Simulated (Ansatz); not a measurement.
Values for one crystal, relaxed and computed with LDA (plane waves, PAW; program Ansatz); other levels are named.

| Item | Value |
|---|---|
| Volume per atom | 27.51 Å³ |
| Electronic character | metallic (no gap) |
| Young's modulus | 75.2 GPa |
| Bulk modulus (Birch–Murnaghan fit) | 63.2 GPa |
| Formation energy from the elements (no fitted shifts) | -0.024 eV/atom |
| Density of states at the Fermi level | 0.41 states/eV per atom (mean over ±0.08 eV) |
| Debye temperature from the elastic constants | 220 K |

### Question
Pick the material that matches.
A. Zn3N2, P6_3/mmc (Zn on 4f, Zn on 2b, N on 2c, N on 2a)
B. InSb, wurtzite
C. InGaAs2, P-4m2 (In on 1d, Ga on 1b, As on 2g)
D. SnSb, rock salt

### Answer
D, SnSb, rock salt

Space group Fm-3m (rock salt). The workflow started from a Materials Project entry (that database holds measured and hypothetical structures alike); the Crystallography Open Database files this formula in space group No. 225, but the cells were not matched. Whether it is the stable phase at ambient conditions was not checked. The cell was relaxed with LDA under the symmetry of its start; of distortions, only those at the zone centre were tested. As this level gives no gap, shear constants depend on the k-mesh and smearing (Fermi–Dirac, 0.1 eV here). The references are the lowest solids computed at this level, not always the standard phases. Scalar-relativistic: spin–orbit coupling is off unless named, which matters more the heavier the elements.

Potentials: the later of the program's two PAW sets.
